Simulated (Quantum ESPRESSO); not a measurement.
## Zn2GaS3F (input and log of a self-consistent run)

Simulated, not a measurement. The program is pw.x of Quantum ESPRESSO 7.5 (plane-wave density functional theory). The cell is made up: 7 atoms on a wurtzite lattice with one site empty, with randomly drawn elements, strain and displacements, not relaxed. PseudoDojo standard norm-conserving files (v0.5 for PBE, v0.4.1 for LDA and PBEsol) set the functional; there is no spin polarisation, spin-orbit coupling or dispersion term, and the masses in the input are unused placeholders.

Input:

```
&control calculation='scf', pseudo_dir='./dojo.nc.sr.pbe.v0_5.standard.upf', outdir='./o', disk_io='medium', tprnfor=.true., tstress=.true. /
&system ibrav=0, nat=7, ntyp=4, nbnd=45, ecutwfc=105.61755193, nosym=.true., tot_charge=0,
 occupations='smearing', smearing='fd', degauss=0.0018374661
/
&electrons conv_thr=7.350e-09, electron_maxstep=60, /
ATOMIC_SPECIES
F 1.0 F.upf
Ga 1.0 Ga.upf
S 1.0 S.upf
Zn 1.0 Zn.upf
CELL_PARAMETERS angstrom
3.5642 0.0 0.0
0.0 6.1733 0.0
0.0 0.0 5.8203
ATOMIC_POSITIONS angstrom
Zn 0.0508 0.0852 -0.1159
Zn 1.7055 1.0644 2.9694
Ga 0.0555 4.1606 2.9061
S -0.1352 0.0272 2.1145
S 1.7334 3.0717 2.2413
S 1.7722 1.0154 5.0216
F 0.0302 4.103 5.1341
K_POINTS automatic
7 6 6 1 1 1
```

The log is shortened where brackets say so; the opening notice, blank lines, dates and the lines on written files are dropped, and the path of the files is cut. It prints rydbergs, bohrs and kilobars, and counts compression as positive stress. With no partly filled state, the Fermi energy that it prints is only some level between the filled and the empty states on the mesh, and need not lie in the true gap.

```
     Program PWSCF v.7.5
     Parallel version (MPI & OpenMP), running on       1 processor cores
     Number of MPI processes:                 1
     Threads/MPI process:                     1
     [start-up lines left out]
     bravais-lattice index     =            0
     lattice parameter (alat)  =       6.7354  a.u.
     unit-cell volume          =     864.2142 (a.u.)^3
     number of atoms/cell      =            7
     number of atomic types    =            4
     number of electrons       =        78.00
     number of Kohn-Sham states=           45
     kinetic-energy cutoff     =     105.6176  Ry
     charge density cutoff     =     422.4702  Ry
     scf convergence threshold =      7.3E-09
     mixing beta               =       0.7000
     number of iterations used =            8  plain     mixing
     Exchange-correlation= PBE
                           (   1   4   3   4   0   0   0)
     [axes and pseudopotential details left out]
   Cartesian axes
     site n.     atom                  positions (alat units)
         1        Zn     tau(   1) = (   0.0142528   0.0239044  -0.0325178  )
         2        Zn     tau(   2) = (   0.4785085   0.2986364   0.8331182  )
         3        Ga     tau(   3) = (   0.0155715   1.1673307   0.8153583  )
         4        S      tau(   4) = (  -0.0379328   0.0076314   0.5932608  )
         5        S      tau(   5) = (   0.4863363   0.8618203   0.6288368  )
         6        S      tau(   6) = (   0.4972224   0.2848886   1.4088996  )
         7        F      tau(   7) = (   0.0084731   1.1511700   1.4404635  )
     number of k points=   126  Fermi-Dirac smearing, width (Ry)=  0.0018
     Number of k-points >= 100: set verbosity='high' to print them.
     Dense  grid:   126451 G-vectors     FFT dimensions: (  45,  80,  72)
     Estimated max dynamical RAM per process >     172.64 MB
     Initial potential from superposition of free atoms
     starting charge      77.9970, renormalised to      78.0000
     Starting wfcs are   45 randomized atomic wfcs
     total cpu time spent up to now is       37.8 secs
     per-process dynamical memory:   106.7 Mb
     Self-consistent Calculation
     iteration #  1     ecut=   105.62 Ry     beta= 0.70
     Davidson diagonalization with overlap
     ethr =  1.00E-02,  avg # of iterations =  5.3
     Threshold (ethr) on eigenvalues was too large:
     Diagonalizing with lowered threshold
     Davidson diagonalization with overlap
     ethr =  7.58E-04,  avg # of iterations =  1.5
     total cpu time spent up to now is      269.7 secs
     total energy              =   -1104.41640667 Ry
     estimated scf accuracy    <       0.58257704 Ry
     iteration #  2     ecut=   105.62 Ry     beta= 0.70
     Davidson diagonalization with overlap
     ethr =  7.47E-04,  avg # of iterations =  3.8
     total cpu time spent up to now is      405.3 secs
     total energy              =   -1104.44623109 Ry
     estimated scf accuracy    <       0.86389645 Ry
     iteration #  3     ecut=   105.62 Ry     beta= 0.70
     Davidson diagonalization with overlap
     ethr =  7.47E-04,  avg # of iterations =  2.4
     total cpu time spent up to now is      533.1 secs
     total energy              =   -1104.65331647 Ry
     estimated scf accuracy    <       0.07920015 Ry
     iteration #  4     ecut=   105.62 Ry     beta= 0.70
     Davidson diagonalization with overlap
     ethr =  1.02E-04,  avg # of iterations =  4.0
     total cpu time spent up to now is      642.3 secs
     total energy              =   -1104.66345382 Ry
     estimated scf accuracy    <       0.00702076 Ry
     iteration #  5     ecut=   105.62 Ry     beta= 0.70
     Davidson diagonalization with overlap
     ethr =  9.00E-06,  avg # of iterations =  6.2
     total cpu time spent up to now is      778.2 secs
     total energy              =   -1104.66464079 Ry
     estimated scf accuracy    <       0.00086535 Ry
     iteration #  6     ecut=   105.62 Ry     beta= 0.70
     Davidson diagonalization with overlap
     ethr =  1.11E-06,  avg # of iterations =  3.1
     total cpu time spent up to now is      897.4 secs
     total energy              =   -1104.66487415 Ry
     estimated scf accuracy    <       0.00023411 Ry
     iteration #  7     ecut=   105.62 Ry     beta= 0.70
     Davidson diagonalization with overlap
     ethr =  3.00E-07,  avg # of iterations =  2.0
     total cpu time spent up to now is     1003.6 secs
     total energy              =   -1104.66489436 Ry
     estimated scf accuracy    <       0.00003278 Ry
     iteration #  8     ecut=   105.62 Ry     beta= 0.70
     Davidson diagonalization with overlap
     ethr =  4.20E-08,  avg # of iterations =  2.0
     total cpu time spent up to now is     1116.7 secs
     total energy              =   -1104.66490116 Ry
     estimated scf accuracy    <       0.00000101 Ry
     iteration #  9     ecut=   105.62 Ry     beta= 0.70
     Davidson diagonalization with overlap
     ethr =  1.29E-09,  avg # of iterations =  3.3
     total cpu time spent up to now is     1240.5 secs
     total energy              =   -1104.66490140 Ry
     estimated scf accuracy    <       0.00000059 Ry
     iteration # 10     ecut=   105.62 Ry     beta= 0.70
     Davidson diagonalization with overlap
     ethr =  7.54E-10,  avg # of iterations =  2.0
     total cpu time spent up to now is     1356.8 secs
     total energy              =   -1104.66490144 Ry
     estimated scf accuracy    <       0.00000008 Ry
     iteration # 11     ecut=   105.62 Ry     beta= 0.70
     Davidson diagonalization with overlap
     ethr =  9.92E-11,  avg # of iterations =  2.0
     total cpu time spent up to now is     1480.6 secs
     End of self-consistent calculation
     Number of k-points >= 100: set verbosity='high' to print the bands.
     the Fermi energy is     7.8893 ev
!    total energy              =   -1104.66490146 Ry
     estimated scf accuracy    <          3.6E-09 Ry
     smearing contrib. (-TS)   =       0.00000000 Ry
     internal energy E=F+TS    =   -1104.66490146 Ry
     The total energy is F=E-TS. E is the sum of the following terms:
     one-electron contribution =    -904.58360641 Ry
     hartree contribution      =     480.75426232 Ry
     xc contribution           =    -162.10100663 Ry
     ewald contribution        =    -518.73455074 Ry
     convergence has been achieved in  11 iterations
     Forces acting on atoms (cartesian axes, Ry/au):
     atom    1 type  4   force =    -0.03853873   -0.07497360   -0.00330834
     atom    2 type  4   force =    -0.02513246   -0.02977936   -0.03883968
     atom    3 type  2   force =    -0.05470721    0.00165428    0.10168974
     atom    4 type  3   force =     0.02524642   -0.01683760   -0.00765112
     atom    5 type  3   force =     0.05327047    0.04148305   -0.06456530
     atom    6 type  3   force =     0.04040466    0.04295758    0.08193520
     atom    7 type  1   force =    -0.00054314    0.03549564   -0.06926050
     Total force =     0.222342     Total SCF correction =     0.000435
     Computing stress (Cartesian axis) and pressure
          total   stress  (Ry/bohr**3)                   (kbar)     P=      141.93
   0.00120326  -0.00009145  -0.00018717          177.01      -13.45      -27.53
  -0.00009145   0.00085282  -0.00017481          -13.45      125.45      -25.72
  -0.00018717  -0.00017481   0.00083829          -27.53      -25.72      123.32
     init_run     :     34.38s CPU     37.69s WALL (       1 calls)
     electrons    :   1334.29s CPU   1442.78s WALL (       1 calls)
     forces       :     21.00s CPU     21.22s WALL (       1 calls)
     stress       :     67.30s CPU     67.60s WALL (       1 calls)
     [timing details left out]
     PWSCF        :  24m17.49s CPU  26m13.32s WALL
     JOB DONE.
```

In other units: free energy -15029.732 eV for the cell, pressure 14.19 GPa, largest force component 2.615 eV/Å. This run is the check on a run of the same cell at 1143 eV and a 5 x 4 x 4 mesh: rerunning at 1437 eV and a 7 x 6 x 6 mesh moved values by no more than 0.009 eV in energy, 0.10 GPa in stress and 0.004 eV/Å in force.